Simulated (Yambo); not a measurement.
Ga2O3 (corundum, space group R-3c, No. 167), G0W0@PBE in Yambo with this input:

```
rim_cut
gw0
dyson
el_el_corr
HF_and_locXC
ppa
em1d
RandQpts= 1000000
RandGvec= 1 Ry
EXXRLvcs= 114 Ry
VXCRLvcs= 456 Ry
Chimod= "HARTREE"
% BndsRnXp
 17 | 237 |
%
NGsBlkXp= 10 Ry
% LongDrXp
 1.0 | 1.0 | 1.0 |
%
PPAPntXp= 27.2114 eV
% GbndRnge
 1 | 237 |
%
GTermKind= "BG"
DysSolver= "n"
ExtendOut
```

On a 4×4×4 mesh, with wavefunctions cut at 114 Ry, the gap ((0, 0, 0.25) → Γ) is 4.356 eV and the valence edge shifts by -0.771 eV.

### Question
What happens with this change: 6 Ry block?

### Answer
The gap falls by 0.166 eV, to 4.190 eV; the shift of the valence edge becomes -0.674 eV. Neither run is shown to be the converged limit.

Spin-orbit coupling is not included.

Geometry relaxed with PBEsol; primitive cell a = b = c = 5.3303 Å, α = β = γ = 55.93°.

This is not the ordinary phase of the substance.

A shift is the quasiparticle energy of the state minus its PBE energy.

The potentials are those of PseudoDojo's stringent table.
